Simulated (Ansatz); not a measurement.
Density of states of a WSeS cell (a random packing of atoms, relaxed), per eV and atom, broadened by Gaussian smearing of width 0.1 eV and averaged over bins of 0.4 eV, from 8 eV under the Fermi level at most up to where the solved bands end.

Computed with Ansatz, DFT PBEsol, scalar-relativistic, plane waves, PAW.

Cutoff 420 eV; k points 7×6×6 on the computed 9-atom cell (Γ-centred); Gaussian smearing, width 0.02 eV; no spin polarisation.

```
CELL_PARAMETERS angstrom
5.60252 -1.24229 -1.54113
-1.06072 5.91275 0.24582
-1.37001 0.30774 5.97623
ATOMIC_POSITIONS crystal
W 0.31842 0.84537 0.04777
W 0.05267 0.85051 0.31180
W 0.88624 0.43629 0.03820
Se 0.92733 0.61289 0.66945
Se 0.47671 0.07886 0.72840
Se 0.13355 0.14579 0.02856
S 0.31329 0.61253 0.38665
S 0.80002 0.11388 0.32014
S 0.61133 0.62747 0.02942
```

```tsv
E − E_F (eV)	total	W 5d	Se 4p	S 3p	W 6s
-7.25	0.091	0.017	0.027	0.028	0.014
-6.85	0.374	0.078	0.101	0.126	0.050
-6.45	0.506	0.126	0.129	0.183	0.046
-6.05	0.655	0.188	0.176	0.225	0.035
-5.65	0.708	0.211	0.188	0.253	0.021
-5.25	0.764	0.218	0.243	0.256	0.013
-4.85	0.790	0.244	0.244	0.254	0.011
-4.45	0.774	0.249	0.220	0.261	0.009
-4.05	0.768	0.228	0.212	0.285	0.008
-3.65	0.753	0.227	0.231	0.257	0.006
-3.25	0.695	0.225	0.199	0.238	0.006
-2.85	0.677	0.212	0.216	0.214	0.006
-2.45	0.699	0.211	0.242	0.210	0.006
-2.05	0.827	0.284	0.281	0.224	0.006
-1.65	0.807	0.324	0.256	0.192	0.007
-1.25	0.777	0.334	0.225	0.187	0.007
-0.85	0.538	0.245	0.164	0.106	0.005
-0.45	0.457	0.177	0.187	0.072	0.004
-0.05	0.007	0.003	0.003	0.001	0.000
0.35	0.253	0.167	0.036	0.025	0.005
0.75	0.961	0.614	0.170	0.109	0.014
1.15	0.603	0.372	0.106	0.080	0.010
1.55	0.528	0.329	0.067	0.064	0.014
1.95	0.482	0.290	0.066	0.063	0.012
```

The columns after the total are the largest Löwdin projections on the valence shells of the potentials, so they needn't add up, and the weight of a shell that a potential lacks goes to other orbitals. The cell has a gap on the mesh of 0.61 eV.

Spin-orbit coupling is left out, which matters for the bands of heavy elements. An odd mesh misses points on the zone edge, so a gap read on it can be too wide.

Cost: 2 runs of about 6.9 core-minutes in all (earlier runs that led there not counted), on Intel Xeon Platinum 8259CL (Skylake/Cascade Lake) (shared hosts).